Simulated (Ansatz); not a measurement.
Tc:
```
CELL_PARAMETERS angstrom
      2.72982     0.00000     0.00000
     -1.36491     2.36409     0.00000
      0.00000     0.00000     4.36831
ATOMIC_POSITIONS crystal
  Tc 0.33333 0.66667 0.75000
  Tc 0.66667 0.33333 0.25000
```

Relaxed with PBE+D3(BJ). Special points in fractions of this cell's reciprocal vectors: Γ (0.000, 0.000, 0.000); M (0.500, 0.000, 0.000); K (0.333, 0.333, 0.000); A (0.000, 0.000, 0.500); L (0.500, 0.000, 0.500); H (0.333, 0.333, 0.500).

Q: List the band energies nearest the Fermi level at these points for PBE+D3(BJ) in the plane-wave PAW code Ansatz.

A: In eV from the Fermi level; about four levels below and three above (degenerate sets whole), none deeper than 8.9 eV; … stands for higher levels left out; points with the same levels are listed once.

```
k                    below                above
-  -----------------------  -------------------
Γ  -0.83 -0.83 -0.14 -0.14               1.76 …
M  -1.95 -1.13 -0.92 -0.48       3.00 3.42 3.44
K  -2.93 -1.90 -1.90 -0.02       2.38 2.38 2.80
A  -1.72 -1.72 -1.72 -1.72                    …
L  -5.39 -5.39 -3.75 -3.75  0.14 0.14 1.47 1.47
H  -1.78 -1.78 -0.09 -0.09          2.67 2.67 …
```

Space group P6_3/mmc (hcp (Mg type)). The PBE+D3(BJ) relaxation kept the symmetry of its start. No spin polarisation was allowed. The pairwise dispersion correction was not fitted to metals. Spin–orbit coupling is left out wherever it is not named.

Potentials: the later of the program's two PAW sets.
